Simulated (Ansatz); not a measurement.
With plane-wave PAW PBEsol (Ansatz code), Ag in the hexagonal phase (P6/mmm; Ag on 2e, Ag on 2d, Ag on 3f) relaxes to a = 5.264 Å, c = 5.139 Å.

Electronic character: metallic (no gap).

The bulk modulus is 105 GPa. The relaxed-ion elastic constants in GPa are C11 = 161, C12 = 92.0, C13 = 59.5, C33 = 200, C44 = -60.8.

The start of the workflow was typed in or built on a structure type; neither database checked (COD, Materials Project) lists it. It is not the phase usual at ambient conditions (space group No. 225). The cell was relaxed with PBEsol under the symmetry of its start. At this level the phase is mechanically unstable. No spin polarisation was allowed. As this level gives no gap, shear constants depend on the k-mesh and smearing (Fermi–Dirac, 0.1 eV here). Axis ratios of metals converge slowly with the k-mesh, so a and c are less sure than the volume. Scalar-relativistic: spin–orbit coupling is off unless named, which matters more the heavier the elements.

Potentials: the earlier of the program's two PAW sets. The files were generated under PBE; for other functionals the program regenerates the frozen cores, and for LDA and PBEsol the local potential too.
